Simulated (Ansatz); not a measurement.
**Two inputs for PbSe with iodine replacing Se**

This input was run with Ansatz:

```yaml
crystal:
  lattice:
    - [0.0, 9.18195, 9.18195]
    - [9.18195, 0.0, 9.18195]
    - [9.18195, 9.18195, 0.0]
  atoms:
    - { symbol: Pb, position: [0.0, 0.0, 0.0] }
    - { symbol: Pb, position: [0.0, 0.0, 0.3333333333] }
    - { symbol: Pb, position: [0.0, 0.0, 0.6666666667] }
    - { symbol: Pb, position: [0.0, 0.3333333333, 0.0] }
    - { symbol: Pb, position: [0.0, 0.3333333333, 0.3333333333] }
    - { symbol: Pb, position: [0.0, 0.3333333333, 0.6666666667] }
    - { symbol: Pb, position: [0.0, 0.6666666667, 0.0] }
    - { symbol: Pb, position: [0.0, 0.6666666667, 0.3333333333] }
    - { symbol: Pb, position: [0.0, 0.6666666667, 0.6666666667] }
    - { symbol: Pb, position: [0.3333333333, 0.0, 0.0] }
    - { symbol: Pb, position: [0.3333333333, 0.0, 0.3333333333] }
    - { symbol: Pb, position: [0.3333333333, 0.0, 0.6666666667] }
    - { symbol: Pb, position: [0.3333333333, 0.3333333333, 0.0] }
    - { symbol: Pb, position: [0.3333333333, 0.3333333333, 0.3333333333] }
    - { symbol: Pb, position: [0.3333333333, 0.3333333333, 0.6666666667] }
    - { symbol: Pb, position: [0.3333333333, 0.6666666667, 0.0] }
    - { symbol: Pb, position: [0.3333333333, 0.6666666667, 0.3333333333] }
    - { symbol: Pb, position: [0.3333333333, 0.6666666667, 0.6666666667] }
    - { symbol: Pb, position: [0.6666666667, 0.0, 0.0] }
    - { symbol: Pb, position: [0.6666666667, 0.0, 0.3333333333] }
    - { symbol: Pb, position: [0.6666666667, 0.0, 0.6666666667] }
    - { symbol: Pb, position: [0.6666666667, 0.3333333333, 0.0] }
    - { symbol: Pb, position: [0.6666666667, 0.3333333333, 0.3333333333] }
    - { symbol: Pb, position: [0.6666666667, 0.3333333333, 0.6666666667] }
    - { symbol: Pb, position: [0.6666666667, 0.6666666667, 0.0] }
    - { symbol: Pb, position: [0.6666666667, 0.6666666667, 0.3333333333] }
    - { symbol: Pb, position: [0.6666666667, 0.6666666667, 0.6666666667] }
    - { symbol: I, position: [0.1666666667, 0.1666666667, 0.1666666667] }
    - { symbol: Se, position: [0.1666666667, 0.1666666667, 0.5] }
    - { symbol: Se, position: [0.1666666667, 0.1666666667, 0.8333333333] }
    - { symbol: Se, position: [0.1666666667, 0.5, 0.1666666667] }
    - { symbol: Se, position: [0.1666666667, 0.5, 0.5] }
    - { symbol: Se, position: [0.1666666667, 0.5, 0.8333333333] }
    - { symbol: Se, position: [0.1666666667, 0.8333333333, 0.1666666667] }
    - { symbol: Se, position: [0.1666666667, 0.8333333333, 0.5] }
    - { symbol: Se, position: [0.1666666667, 0.8333333333, 0.8333333333] }
    - { symbol: Se, position: [0.5, 0.1666666667, 0.1666666667] }
    - { symbol: Se, position: [0.5, 0.1666666667, 0.5] }
    - { symbol: Se, position: [0.5, 0.1666666667, 0.8333333333] }
    - { symbol: Se, position: [0.5, 0.5, 0.1666666667] }
    - { symbol: Se, position: [0.5, 0.5, 0.5] }
    - { symbol: Se, position: [0.5, 0.5, 0.8333333333] }
    - { symbol: Se, position: [0.5, 0.8333333333, 0.1666666667] }
    - { symbol: Se, position: [0.5, 0.8333333333, 0.5] }
    - { symbol: Se, position: [0.5, 0.8333333333, 0.8333333333] }
    - { symbol: Se, position: [0.8333333333, 0.1666666667, 0.1666666667] }
    - { symbol: Se, position: [0.8333333333, 0.1666666667, 0.5] }
    - { symbol: Se, position: [0.8333333333, 0.1666666667, 0.8333333333] }
    - { symbol: Se, position: [0.8333333333, 0.5, 0.1666666667] }
    - { symbol: Se, position: [0.8333333333, 0.5, 0.5] }
    - { symbol: Se, position: [0.8333333333, 0.5, 0.8333333333] }
    - { symbol: Se, position: [0.8333333333, 0.8333333333, 0.1666666667] }
    - { symbol: Se, position: [0.8333333333, 0.8333333333, 0.5] }
    - { symbol: Se, position: [0.8333333333, 0.8333333333, 0.8333333333] }
  symmetry: { detect: false }
total_charge: 1
kpoints:
  mp_grid: { grid: [2, 2, 2] }
scf:
  occupations: { method: fermi_dirac, width: 0.01 }
hamiltonian:
  xc: pbe
  pseudopotentials: { kind: paw }
output:
  forces: true
  stress: true
  populations: true
  efg: { quadrupole_moments_barn: { I: -0.68822 }, contact_densities: true }
  write_density: true
  write_potential: true
  elf: true
  volumetric_format: npy
```

```sh
ansatz run input.yaml --threads 4 --pin off --max-ram 10240MiB --backend cpu --events-out ev --progress --plain --runs-dir out
```

It converged. Of its output the block on the nuclei alone is shown, without the SCF iterations, energies, forces and stress (one atom of each set):

```
--- PAW observables at the nuclei: V_zz in 10²¹ V/m², potentials from the cell's mean, atoms counted from 1 ---
  atom   1  Pb V_zz =    -0.019524   η = 0.0007   by run symmetry: not_imposed
            electrostatic potential = -17478.592921 V   contact ρ = 16532697.947916 e/Å³
  atom   2  Pb V_zz =    +8.064861   η = 0.0000   by run symmetry: not_imposed
            electrostatic potential = -17478.370585 V   contact ρ = 16532695.822599 e/Å³
  atom   6  Pb V_zz =    -1.635932   η = 0.0450   by run symmetry: not_imposed
            electrostatic potential = -17478.557545 V   contact ρ = 16532696.654182 e/Å³
  atom  27  Pb V_zz =    +0.000012   η = 0.2162   by run symmetry: not_imposed
            electrostatic potential = -17478.442408 V   contact ρ = 16532692.107808 e/Å³
  atom  28  I  V_zz =    -0.000001   η = 0.3833   by run symmetry: not_imposed   C_q = +0.0000 MHz
            electrostatic potential = -8889.712188 V   contact ρ = 1603943.588508 e/Å³
  atom  29  Se V_zz =    +1.318989   η = 0.9261   by run symmetry: not_imposed
            electrostatic potential = -4713.010925 V   contact ρ = 262885.587000 e/Å³
  atom  32  Se V_zz =    -0.000013   η = 0.0658   by run symmetry: not_imposed
            electrostatic potential = -4713.081877 V   contact ρ = 262885.378848 e/Å³
  atom  42  Se V_zz =    +1.685034   η = 0.0000   by run symmetry: not_imposed
            electrostatic potential = -4712.988237 V   contact ρ = 262885.108652 e/Å³
```

Question: Can these gradients be trusted, and how do they compare with a run on standard settings?

Answer: They agree with the standard run. Against the standard input the change is `crystal.symmetry`: not typed → {detect: false}. A site carries the number of its first atom; V_zz in 10²¹ V/m².

```tsv
site	atom	V_zz standard	η standard	V_zz here	η here
Pb2	2	8.06	0.00	8.06	0.00
Pb6	6	-1.64	0.04	-1.64	0.04
I	28	0.00	–	<0.005	–
Se29	29	1.32	0.93	1.32	0.93
Se42	42	1.69	0.00	1.69	0.00
```

All printed values agree. Other sites with |V_zz| of 0.02 or less aren't listed. Without symmetry the run does more work for the same result. SCF iterations: 9 and 9.

On the reference run: The defect repeats with the cell of 54 atoms, so it feels its images: sites between two images don't show the values beside a lone defect, and zeros or small values of η there can come from the images' arrangement. A uniform background compensates the cell's charge. Spin–orbit coupling is left out, which shifts gradients on Pb by a few per cent in wide-gap crystals, and can shift them far more where the calculated gap is small or absent, as here. With a gap of 0.3 eV on this mesh, small gradients can still move by 0.1 × 10²¹ V/m² or more as the k-mesh gets denser. The neighbours have not yet relaxed around the defect (largest force 1.3 eV/Å), so a real crystal will differ.
